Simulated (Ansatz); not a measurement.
# In2O3: input and output

The input, for Ansatz 0.2.0 (plane waves, PAW):

```yaml
crystal:
  lattice:
    - [5.838494, 0.547606, -0.566088]
    - [0.996792, 5.567418, 0.283062]
    - [0.24113, -0.517602, 4.462722]
  atoms:
    - { symbol: In, position: [0.556306, 0.570026, 0.218274] }
    - { symbol: In, position: [0.687306, 0.005876, 0.154649] }
    - { symbol: In, position: [0.944906, 0.713644, 0.643951] }
    - { symbol: In, position: [0.726766, 0.283894, 0.690801] }
    - { symbol: O, position: [0.280773, 0.958134, 0.130519] }
    - { symbol: O, position: [0.006354, 0.411771, 0.027961] }
    - { symbol: O, position: [0.521634, 0.922562, 0.617818] }
    - { symbol: O, position: [0.112613, 0.709287, 0.153979] }
    - { symbol: O, position: [0.114171, 0.201077, 0.406675] }
    - { symbol: O, position: [0.354298, 0.706526, 0.757928] }
kpoints:
  mp_grid: { grid: [3, 4, 4], shift: [0.5, 0.5, 0.5] }
magnetization:
  spin_polarized: false
scf:
  occupations: { method: fermi_dirac }
  lower_state_search: "off"
  max_iter: 200
hamiltonian:
  pseudopotentials: { kind: paw }
  xc: mr2scan
basis:
  ecutwfc: 500
  fft_grid_basis: typed
output:
  forces: true
  stress: true
  eigenvalues: true
  populations: true
  elf: true
  write_potential: true
  volumetric_format: npy
  dos:
    e_range: [-12, 8]
    de: 0.05
    projected: { site_lists: { In: [In], O: [O] } }
checkpoint:
  read: saved_state
```

The saved state is an earlier solution for the same cell, perhaps on another mesh. 

Excerpt of what it printed:

```
Free energy (F): -25839.1926 eV
Harris-Foulkes:  -25839.1926 eV  (|F-HF|=9.24e-9)
Internal energy: -25839.0806 eV  (E = F + TS)
E sigma→0 (E₀):  -25839.1366 eV
Entropy (-TS):   -0.1120 eV (-11.204 meV/atom)
Fermi energy:    8.8201 eV
--- Per-component energies (eV) ---
  E_band       = -192.1490
  E_kinetic    = 1995.5394
  E_local      = -6183.9500  (includes V_loc(G=0)·N_el)
  E_nonlocal   = 1759.2958
  E_hartree    = 2336.2632
  E_xc         = -1234.6847
  E_vxc        = -1048.8060  (∫ρ·V_xc dr)
  E_paw        = -17686.3720  (= ΣΔE_a)
  E_vpaw       = -1457.3503  (= ΣTr[D̂ρ^β])
  E_aug_tail   = 0.0055  (compensation charges beyond the density's cutoff)
  E_vtau       = 70.5909  (kinetic-family band-sum trace: ∫τ·v_τ [+ j·A + Jᵃ·Aᵃ] dr)
  E_ewald      = -6828.8482
  E_core_change = 3.6705  (= ΣΔE_core)
  E_smearing   = -0.1120  (= −TS)
--- Stress (GPa, compression-positive) ---
      -12.9224       3.8675       2.4593
        3.8675       4.4147      -2.0606
        2.4593      -2.0606       4.7034
  P = ⅓ Tr σ = -1.2681 GPa (-12.681 kbar)
--- Löwdin populations: 10 sites ---
  site symbol       q [e]
     0     In     12.2762
     1     In     12.4441
     2     In     12.1197
     3     In     12.5465
     4      O      6.2439
     5      O      6.4441
     6      O      6.4799
     7      O      6.3684
     8      O      6.3538
     9      O      6.4254
  spilling = 0.0034 (of n_electrons = 88.0000)
```

Origin: a disordered cell, so it need not be a known compound. Caveats: many states at the Fermi level without spin polarisation, so a magnetic state may lie lower; the k mesh is coarse if the cell is a metal; atoms or cell far from equilibrium; m-r2SCAN is r2SCAN with a changed spin dependence that lowers moments.
